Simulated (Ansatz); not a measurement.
# How much do the gradients of KNaW₄O₁₂ depend on the method?

Cell: a computed structure from the Materials Project (it need not be an observed phase), taken as it stands.

Space group P4/mmm (No. 123); a = 5.5455, c = 7.8486 Å.

```csv
site,Wyckoff,site symmetry,x,y,z
K,1b,4/mmm,0.0000,0.0000,0.5000
Na,1c,4/mmm,0.5000,0.5000,0.0000
W,4i,2mm.,0.0000,0.5000,0.7510
O7,8r,..m,0.2521,0.2521,0.7523
O15,2e,mmm.,0.0000,0.5000,0.5000
O16,2f,mmm.,0.0000,0.5000,0.0000
```

One atom of each set is listed.

First run. Computed with Ansatz: DFT, PBE, plane waves and PAW, scalar-relativistic, 420 eV cutoff, Γ-centred 6×6×4 k-points, Fermi–Dirac smearing 0.05 eV.

| site | V_zz (10²¹ V/m²) | η |
| --- | --- | --- |
| K | 0.26 | 0.00 |
| Na | -0.042 | 0.00 |
| W | 1.42 | 0.04 |
| O7 | 3.85 | 0.43 |
| O15 | 4.14 | 0.35 |
| O16 | 3.97 | 0.45 |

Second run. The same atoms and settings, except that spin–orbit coupling is included (fully relativistic PAW files) and the mesh is 6×6×5.

(1) What does the second run give?

Results:

(1) 

```
site    V_zz     η  change of V_zz
   K    0.22  0.00           -0.04
  Na  -0.055  0.00           -0.01
   W   -1.54  0.17               –
  O7    3.98  0.42           +0.13
 O15    4.12  0.35           -0.02
 O16    3.95  0.45           -0.02
```

The largest change of V_zz along a kept axis is on O7, from 3.85 to 3.98. The whole tensor moves most on W, by 1.58 along its most changed direction. In per cent, |V_zz| changes by -1 to +3 on O (all sites that start above 2). On W the largest principal value lies along another axis in the second run, so the two V_zz can't be compared directly.

At this cell the PBE pressure is -7 GPa, so with PBE the cell would shrink if it were relaxed. The entry's cell may itself be off.
